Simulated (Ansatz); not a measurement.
Nb:
```yaml
crystal:
  lattice:
    - [-1.65446, 1.65446, 1.65446]
    - [1.65446, -1.65446, 1.65446]
    - [1.65446, 1.65446, -1.65446]
  atoms:
    - { symbol: Nb, position: [0.00000, 0.00000, 0.00000] }
```

Relaxed with PBE. Special points in fractions of this cell's reciprocal vectors: Γ (0.000, 0.000, 0.000); H (0.500, -0.500, 0.500); N (0.000, 0.000, 0.500); P (0.250, 0.250, 0.250).

Q: List the band energies nearest the Fermi level at these points for PBE in the plane-wave PAW code Ansatz.

A: In eV from the Fermi level; about four levels below and three above (degenerate sets whole), none deeper than 8.9 eV; … stands for higher levels left out; points with the same levels are listed once.

| k | below | above |
|---|---|---|
| Γ | -5.89 | 0.37 0.37 0.37 |
| H | -3.68 -3.68 | … |
| N | -3.69 -1.64 | 2.27 3.29 … |
| P | -1.08 -1.08 -1.08 | … |

Space group Im-3m (bcc (W type)). The PBE relaxation kept the symmetry of its start. No spin polarisation was allowed. Scalar-relativistic: spin–orbit coupling is off unless named, which matters more the heavier the elements.

Potentials: the later of the program's two PAW sets.
